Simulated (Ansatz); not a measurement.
AgI:
```cif
data_Ag4I4
_chemical_formula_sum 'Ag4 I4'
_space_group_name_H-M_alt 'P63mc'
_space_group_IT_number 186
_space_group_name_Hall 'P 6c -2c'
_cell_length_a 4.32688
_cell_length_b 4.32688
_cell_length_c 14.38143
_cell_angle_alpha 90.000
_cell_angle_beta 90.000
_cell_angle_gamma 120.000
loop_
_atom_site_label
_atom_site_type_symbol
_atom_site_symmetry_multiplicity
_atom_site_Wyckoff_symbol
_atom_site_fract_x
_atom_site_fract_y
_atom_site_fract_z
_atom_site_occupancy
Ag1 Ag 2 a 0.00000 0.00000 0.32363 1
Ag2 Ag 2 b 0.66667 0.33333 0.42655 1
I1 I 2 a 0.00000 0.00000 0.01800 1
I2 I 2 b 0.66667 0.33333 0.23181 1
```

Relaxed with the program Ansatz at the LDA level (PAW). Indices refer to the conventional cell of P6_3mc, a = b = 4.3269 Å, c = 14.3814 Å, α = β = 90.00°, γ = 120.00°.

**Question.** Simulate the powder diffraction pattern (Cu Kα, λ = 1.54184 Å; lines above 1 %) up to 2θ = 90°.

**Answer.** Simulated powder pattern, Cu Kα, λ = 1.54184 Å (kinematic, ideal powder, no thermal factors, no anomalous dispersion; the 30 strongest lines at most, above 1 %, up to 2θ = 90°):

```csv
2θ (°),d (Å),I/Imax (%),hkl
12.31,7.191,43,(0002)
23.74,3.747,27,(1 0 -1 0)
24.55,3.626,100,(1 0 -1 1)
24.76,3.595,15,(0004)
26.83,3.323,21,(1 0 -1 2)
30.27,2.952,6.2,(1 0 -1 3)
34.57,2.594,88,(1 0 -1 4)
39.50,2.282,42,(1 0 -1 5)
41.75,2.163,95,(1 1 -2 0)
43.69,2.072,11,(1 1 -2 2)
44.89,2.019,63,(1 0 -1 6)
48.59,1.874,3.8,(2 0 -2 0)
49.03,1.858,15,(2 0 -2 1)
49.15,1.854,14,(1 1 -2 4)
50.33,1.813,3.7,(2 0 -2 2)
50.67,1.801,3.5,(1 0 -1 7)
55.29,1.662,22,(2 0 -2 4)
58.82,1.570,12,(2 0 -2 5)
62.97,1.476,22,(2 0 -2 6)
63.27,1.470,5.1,(1 0 -1 9)
64.83,1.438,7.4,(0 0 0 10)
66.32,1.409,12,(2 1 -3 1)
70.08,1.343,3.8,(1 0 -1 10)
71.61,1.318,20,(2 1 -3 4)
74.71,1.271,12,(2 1 -3 5)
76.22,1.249,15,(3 0 -3 0)
77.29,1.234,4.6,(1 0 -1 11)
78.43,1.219,23,(2 1 -3 6)
80.13,1.198,24,(1 1 -2 10)
81.59,1.180,3.3,(3 0 -3 4)
```

The first step of the workflow began from a Materials Project structure, measured or hypothetical. Its sites differ from those of the usual phase in this space group: another stacking or structure type. Symmetry was held in the LDA relaxation; its stability against distortions is not shown here. The run is not spin-polarised. A crystal of weakly bound layers computed without a dispersion correction: the cell and the soft elastic constants depend strongly on that. Spin–orbit coupling is left out wherever it is not named.

Potentials: the earlier of the program's two PAW sets. The files were generated under PBE; for other functionals the program regenerates the frozen cores, and for LDA and PBEsol the local potential too.
